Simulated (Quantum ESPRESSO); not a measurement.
```cif
data_CaS
_chemical_formula_sum 'S1 Ca1'
_space_group_name_H-M_alt 'P 1'
_space_group_IT_number 1
_cell_length_a 4.06159
_cell_length_b 4.06159
_cell_length_c 4.06159
_cell_angle_alpha 60.000
_cell_angle_beta 60.000
_cell_angle_gamma 60.000
loop_
_space_group_symop_operation_xyz
  'x, y, z'
loop_
_atom_site_label
_atom_site_type_symbol
_atom_site_fract_x
_atom_site_fract_y
_atom_site_fract_z
_atom_site_occupancy
S1 S 0.50000 0.50000 0.50000 1
Ca1 Ca 0.00000 0.00000 0.00000 1
```

The PBEsol cell relaxed from Materials Project entry mp-1672 was given an isotropic strain of +2 % on all lattice vectors, and the atoms were relaxed again.

Problem. What does norm-conserving PBEsol (Quantum ESPRESSO, 68 Ry, scalar-relativistic) give for the electronic structure near the Fermi level?

Solution. The PBEsol gap is indirect, 2.30 eV, from Γ to X; the smallest direct gap is 3.10 eV.
